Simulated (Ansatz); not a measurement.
AgRhO$_{2}$:
Space group R-3m, hexagonal axes (No. 166); a = b = 3.024 Å, c = 18.342 Å, α = β = 90.00°, γ = 120.00°

| atom | site | symmetry | x | y | z |
|---|---|---|---|---|---|
| Ag | 3a | -3m | 0.0000 | 0.0000 | 0.0000 |
| Rh | 3b | -3m | 0.0000 | 0.0000 | 0.5000 |
| O | 6c | 3m | 0.0000 | 0.0000 | 0.1125 |
(The calculation used a cell of 4 atoms; values per cell refer to that cell.)

Relaxed with LDA.

**Question.** Give the optical modes at the zone centre with their infrared activity from DFPT, LDA (plane waves, PAW; program Ansatz).

**Answer.** Transverse frequencies, without the LO–TO term; a row sums one degenerate level.

```
ω (cm⁻¹)  degeneracy  IR ((D/Å)²/amu)     activity  symmetry
--------  ----------  ---------------  -----------  --------
95                 2             0.04           IR        Eu
260                1             0.52           IR       A2u
507                2             0.00  IR-inactive        Eg
594                1             0.00  IR-inactive       A1g
596                2            26.80           IR        Eu
629                1             7.54           IR       A2u
```

**Question.** How high does the top mode go among those that the LO–TO term moves?

**Answer.** 631 cm⁻¹ for q along x, 631 cm⁻¹ for q along y, 647 cm⁻¹ for q along z.

The workflow started from a Materials Project entry (that database holds measured and hypothetical structures alike); the Crystallography Open Database copy checked does not list it. Whether it is the stable phase at ambient conditions was not checked. The LDA relaxation kept the symmetry of its start; of distortions, only those at the zone centre were tested. The run is not spin-polarised.

Potentials: the later of the program's two PAW sets.
